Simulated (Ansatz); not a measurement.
CsBi2 (cubic Laves (MgCu2 type), Fd-3m), PBE (plane waves, PAW; program Ansatz), all energies at zero smearing, with the estimated change up to a 700 eV cutoff added, with one set of potentials and settings (totals compare only within such a set). Cell of 6 atoms (2 Cs, 4 Bi): -60929.480 eV.

```tsv
element	reference phase	E (eV/atom)
Cs	P6_3/mmc, 2 atoms in the cell	-5670.7673
Bi	R-3m, 2 atoms in the cell	-12396.5536
```

Formation energy per atom, worked out: (-60929.480 − 2×(-5670.7673) − 4×(-12396.5536))/6 = -0.289 eV/atom (-28 kJ per mol of atoms), at 0 K, without zero-point energy or fitted corrections.

The workflow started from a Materials Project entry (that database holds measured and hypothetical structures alike); the Crystallography Open Database copy checked does not list it. Its standing as an ambient phase is unchecked. Symmetry was held in the PBE relaxation; its stability against distortions is not shown here. The references are the lowest solids computed at this level, not always the standard phases. Spin–orbit coupling is left out wherever it is not named.

Potentials: the later of the program's two PAW sets.
